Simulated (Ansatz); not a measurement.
PtTe2 (space group P-3m1)

```
CELL_PARAMETERS angstrom
      4.05231     0.00000     0.00000
     -2.02615     3.50940     0.00000
      0.00000     0.00000     5.09639
ATOMIC_POSITIONS crystal
  Te 0.66667 0.33333 0.73307
  Te 0.33333 0.66667 0.26693
  Pt 0.00000 0.00000 0.00000
```

The slice is a (0001) plane (indices of the conventional cell) through the point (0.333, 0.667, 0.267) (fractional), spanned by u = [110] and v = [1 -1 0] in vectors of this cell: u (4.05 Å) and v (7.02 Å, at 90° to u). It covers one period; positions are fractions (u, v).

All values below come from PBE-D3(BJ) (plane waves to 420 eV, PAW, scalar-relativistic; Ansatz, an electronic-structure program). k mesh 13×13×9. Near the nuclei the fields are pseudised (PAW); where an atom keeps semicore shells as valence, they peak there. PtTe2 is run without spin polarisation. PtTe2 was relaxed with its symmetry unable to fall. Spin-orbit coupling is left out, though Pt and Te are heavy.

### Question
Predict the map of the electrostatic potential energy of an electron, from the cell's mean on the slice.

### Answer
```
|xxx0489840xx|
|xxx0699960xx|
|001689998610|
|457899999875|
|778999899987|
|778875457887|
|677510001577|
|7760xxxxx067|
|8840xxxxx048|
|9840xxxxx048|
|9840xxxxx048|
|9960xxxxx069|
|998610001689|
|999875457899|
|899987778999|
|457887778875|
|001577677510|
|xxx0677760xx|
|xxx0488840xx|
|xxx0489840xx|
```
Scale: ten equal steps from -1.00 (start of '0') to 7.13 (end of '9'), in the order '0123456789'. Values: electrostatic potential energy of an electron, from the cell's mean, in eV. The map has 12 points along u (one character each, u = 0 at the left) and 20 along v (v = 0 in the bottom row). Points within 1 Å of a nucleus are blanked (x), as the pseudised field means little there. Values under -1 eV are set to -1. The zero, the cell's mean, hangs on the PAW cores.
